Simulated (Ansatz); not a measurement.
Ge:
```
Ge
1.0
    0.00000     3.74856     3.74856
    3.74856     0.00000     3.74856
    3.74856     3.74856     0.00000
Ge
4
Direct
  0.12500   0.12500   0.12500
  0.62500   0.12500   0.12500
  0.12500   0.12500   0.62500
  0.12500   0.62500   0.12500
```

Relaxed with r²SCAN.

Q: Map the electron localisation function on the plane through (0.125, 0.125, 0.125) spanned by u = [1, 1, 0] and v = [1, -1, 0] in lattice vectors, from r²SCAN in the plane-wave PAW code Ansatz.

A: x is the fraction of u, y of v (the angle between them is 90°; rows are the nearest grid lines); atoms in the plane: Ge at (0.00, 0.00), Ge at (0.50, 0.50), Ge at (0.25, 0.25), Ge at (0.75, 0.75), Ge at (0.25, 0.75), Ge at (0.75, 0.25).
```
|@ .-===-=+****+=:.    .:=+****+=-===-. @|
|  .======++***+=:.    .:=+***++======.  |
| .-=+++===+++**+-..  ..-+**+++===+++=-. |
|==++**+==:::==+*+-::::-+*+==:::==+**++==|
|+++*#*+=:. .:=+*+=----=+*+=:. .:=+*#*+++|
|******+=.   .=+**++++++**+=.   .=+******|
|++++**+-. * .-+**********+-. * .-+**++++|
|====**+=.   .=+****++****+=.   .=+**====|
|:::-+*+=-...-=+***++++***+=-...-=+*+-:::|
|  .:-+*+++====+++=-::-=+++====+++*+-:.  |
|  ..-=***+++===+==:  :==+===+++***=-..  |
|   .:=+****+=-===-.  .-===-=+****+=:.   |
|   .:=+****+=-===-.  .-===-=+****+=:.   |
|  ..-=***+++===+==:  :==+===+++***=-..  |
|  .:-+*+++====+++=-::-=+++====+++*+-:.  |
|:::-+*+=-...-=+***++++***+=-...-=+*+-:::|
|====**+=.   .=+****++****+=.   .=+**====|
|++++**+-. * .-+**********+-. * .-+**++++|
|******+=.   .=+**++++++**+=.   .=+******|
|+++*#*+=:. .:=+*+=----=+*+=:. .:=+*#*+++|
|==++**+==:::==+*+-::::-+*+==:::==+**++==|
| .-=+++===+++**+-..  ..-+**+++===+++=-. |
|  .======++***+=:.    .:=+***++======.  |
|@ .-===-=+****+=:.    .:=+****+=-===-. @|
```
Scale: ten equal steps from -0.038 (start of ' ') to 0.860 (end of '@'), in the order ' .:-=+*#%@'; x runs from 0.000 to 1.00, y from 0.000 (bottom) to 1.00 (top).

The density is the valence pseudo-density with augmentation charge, so density and ELF within about 1 Å of a nucleus are not all-electron values.

Space group Fd-3m. The workflow started from an entry of the Crystallography Open Database (COD). Its sites differ from those of the usual phase in this space group: another stacking or structure type. The cell was relaxed with r²SCAN under the symmetry of its start; of distortions, only those at the zone centre were tested, and some modes there are weakly imaginary. The volume moved by 134 % from the start of the relaxation.

Potentials: the later of the program's two PAW sets.
